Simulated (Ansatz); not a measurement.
Sn (simple cubic, Pm-3m) under volume change, the program Ansatz at the PBE level (PAW), scaled uniformly.

```json
[
 {"V (Å³/atom)": "26.803", "E − E(relaxed) (meV/atom)": "?", "P (GPa)": "?"},
 {"V (Å³/atom)": "27.686", "E − E(relaxed) (meV/atom)": "17.4", "P (GPa)": "3.35"},
 {"V (Å³/atom)": "28.570", "E − E(relaxed) (meV/atom)": "4.1", "P (GPa)": "1.53"},
 {"V (Å³/atom)": "29.454", "E − E(relaxed) (meV/atom)": "0.0", "P (GPa)": "0.00"},
 {"V (Å³/atom)": "30.337", "E − E(relaxed) (meV/atom)": "?", "P (GPa)": "?"},
 {"V (Å³/atom)": "31.221", "E − E(relaxed) (meV/atom)": "13.8", "P (GPa)": "-2.36"},
 {"V (Å³/atom)": "32.104", "E − E(relaxed) (meV/atom)": "29.4", "P (GPa)": "-3.27"}
]
```

Task: Complete the blanks.

Result: 
- 30.337, E − E(relaxed) (meV/atom): 3.6
- 30.337, P (GPa): -1.29
- 26.803, E − E(relaxed) (meV/atom): 41.7
- 26.803, P (GPa): 5.53

Task: What does a third-order Birch–Murnaghan fit give for V₀, B₀ and B′?

Result: V₀ = 29.45 Å³/atom, B₀ = 46.7 GPa, B′ = 4.8.

The cell is a constructed one: a structure type filled with these elements; neither database checked (COD, Materials Project) lists it. It is not the phase usual at ambient conditions (space group No. 141). Symmetry was held in the PBE relaxation; its stability against distortions is not shown here. Spin–orbit coupling is left out wherever it is not named.

Potentials: the later of the program's two PAW sets.
